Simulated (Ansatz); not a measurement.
Values for one crystal, relaxed and computed with the program Ansatz at the r²SCAN level (PAW); other levels are named.

Volume per atom: 19.15 Å³
Band gap: 2.99 eV (indirect)
Conduction-band minimum: at Z
Formation energy from the elements (no fitted shifts): -1.36 eV/atom
Smallest direct gap on the standard path: 3.43 eV
Valence-band maximum: on the Z–R line, 83 % of the way from Z

Which of these materials gives this?
A. AgCl, rock salt
B. BiB, zinc blende
C. SiO2, R-3m (Si on 3a, O on 6c)
D. BiClO, P4/nmm (Bi on 2c, Cl on 2c, O on 2a)

D, BiClO, P4/nmm (Bi on 2c, Cl on 2c, O on 2a)

The workflow started from a Materials Project entry (that database holds measured and hypothetical structures alike); the Crystallography Open Database files this formula in space group No. 129, but the cells were not matched. Its standing as an ambient phase is unchecked. Symmetry was held in the r²SCAN relaxation; its stability against distortions is not shown here. A crystal of weakly bound layers computed without a dispersion correction: the cell and the soft elastic constants depend strongly on that. The references are the lowest solids computed at this level, not always the standard phases (solids in place of the gases). Scalar-relativistic: spin–orbit coupling is off unless named, which matters more the heavier the elements.

Potentials: the later of the program's two PAW sets.
